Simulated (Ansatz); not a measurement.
HgS (cinnabar type, space group P3_221)

```
CELL_PARAMETERS angstrom
      4.13888     0.00000     0.00000
     -2.06944     3.58437     0.00000
      0.00000     0.00000     9.40775
ATOMIC_POSITIONS crystal
  Hg 0.71013 0.00000 0.66667
  Hg 0.00000 0.71013 0.33333
  Hg 0.28987 0.28987 0.00000
  S  0.49980 0.00000 0.16667
  S  0.00000 0.49980 0.83333
  S  0.50020 0.50020 0.50000
```

E(V) scan at fixed shape, V₀ the volume above. The atoms relax within the cell's symmetry.

All values below come from PBEsol (plane waves to 420 eV, PAW, scalar-relativistic; Ansatz, a program for electronic structure). k mesh 10×10×4 (Γ-centred), Fermi-Dirac smearing 0.05 eV. Energies are smeared free energies. HgS was relaxed with its symmetry unable to fall. Spin-orbit coupling is left out, though Hg is heavy. ΔE is measured from the relaxed starting cell.

### Question
Estimate the ΔE (meV/atom) for V/V₀ = 0.925, 0.950, 0.975, 1.025, 1.050, 1.075.

### Answer
| V/V₀ | ΔE (meV/atom) |
|---|---|
| 0.925 | 12.3 |
| 0.950 | 4.9 |
| 0.975 | 1.1 |
| 1.025 | 0.9 |
| 1.050 | 3.4 |
| 1.075 | 7.0 |

(Under strain, the slope of the energy per volume gives the stress and its curvature an elastic modulus.)
